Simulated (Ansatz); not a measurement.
CdSe (rock salt, Fm-3m) at seven volumes, HSE06 in the plane-wave PAW code Ansatz, scaled uniformly. One row is withheld.

| V (Å³/atom) | P (GPa) |
|---|---|
| 20.930 | 8.05 |
| 21.620 | 4.89 |
| 22.310 | 2.23 |
| 23.000 | -0.01 |
| 23.690 | -1.90 |
| 24.380 | ? |
| 25.070 | -4.83 |

Task: Fit the shown pressures and predict the withheld one.

Result: P = (3/2)B₀(x^(7/2) − x^(5/2))[1 + (3/4)(B′ − 4)(x − 1)] with x = (V₀/V)^(2/3). Least squares on the six rows gives V₀ = 22.997 Å³/atom, B₀ = 68.5 GPa, B′ = 4.70. At V = 24.380, x = 0.9618 and P = -3.49 GPa. The run itself gave -3.49 GPa.

This is a known high-pressure phase of the composition, computed here at zero pressure and temperature. The cell was relaxed with HSE06 under the symmetry of its start; whether a distortion lowers the energy is not shown.

Potentials: the later of the program's two PAW sets.
